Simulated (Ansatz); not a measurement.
**NMR crystallography of BaTiO3 with Al replacing Ba: given against relaxed positions**

Start: a supercell of BaTiO3 (cubic perovskite type, Pm-3m) built from a measured structure from the Crystallography Open Database (COD), with all atoms left at the host's positions.

Space group Im-3m (No. 229); a = 8.0120 Å.

| site | Wyckoff | site symmetry | x | y | z |
| --- | --- | --- | --- | --- | --- |
| Al | 2a | m-3m | 0.5000 | 0.5000 | 0.5000 |
| Ba | 6b | 4/mm.m | 0.5000 | 0.5000 | 0.0000 |
| Ti | 8c | .-3m | 0.2500 | 0.2500 | 0.2500 |
| O | 24h | m.m2 | 0.5000 | 0.2500 | 0.2500 |

One atom of each set is listed; the run and its k-mesh use a cell of 20 atoms with edges of 6.94, 6.94, 6.94 Å.

Method: Kohn–Sham DFT in Ansatz, PBE, plane waves and PAW, scalar-relativistic, 420 eV cutoff, Γ-centred 3×3×3 k-points, Fermi–Dirac smearing 0.01 eV, cell charge +1.

The largest force at the start is 0.58 eV/Å. Relaxing the ions at fixed cell moves them by 0.064 Å at most (atom 12, O) and 0.050 Å rms.

```
site  moved (Å)          first shell before           first shell after  V_zz before (10²¹ V/m²)  η before
  Al      0.000              12 O at 2.83 Å              12 O at 2.77 Å                     0.00         –
  Ba      0.000              12 O at 2.83 Å         12 O at 2.83–2.90 Å                    -2.97      0.00
  Ti      0.000               6 O at 2.00 Å               6 O at 2.00 Å                     0.47      0.00
   O      0.064  2 Ti at 2.00 Å, angle 180°  2 Ti at 2.00 Å, angle 176°                    -3.18      0.30
```

Q: How do the gradients change?

A: 

```tsv
site	V_zz after	η after	change of V_zz
Al	0.00	–	0.00
Ba	-6.66	0.00	-3.69
Ti	-0.83	0.00	-1.30
O	-2.98	0.20	+0.20
```

The largest change of V_zz is on Ba, from -2.97 to -6.66. In per cent, |V_zz| changes by +124 on Ba, -6 on O (all sites that start above 2). V_zz changes sign on Ti (same axis). The electronic state changes along with the positions (a gap opens), so the changes aren't those of geometry alone.

The defect repeats with the cell of 20 atoms, so it feels its images: sites between two images don't show the values beside a lone defect, and zeros or small values of η there can come from the images' arrangement. O carries a gradient in the pure host already, so the values there aren't the defect's effect alone. This high-symmetry form of BaTiO3 is unstable when cold, to polar off-centring of Ti. The symmetry of the cell holds that distortion back, wholly or in part, and it would change the field gradients, the more the larger the distortion. A uniform background compensates the cell's charge. Without spin–orbit coupling (the program notes it for Ba) the gradients can shift somewhat, as the gap is small.
Before: The run isn't spin-polarised, and a state with spin may lie lower. The defect cell has no gap above 0.1 eV on its mesh, so the values can hang on the smearing and the k-mesh. The neighbours have not yet relaxed around the defect (largest force 0.58 eV/Å), so a real crystal will differ.
After: The relaxation keeps the site symmetry m-3m of the start, so the impurity can't leave its site; a start off the site could end lower. With a gap of 0.2 eV on this mesh, small gradients can still move by 0.1 × 10²¹ V/m² or more as the k-mesh gets denser.
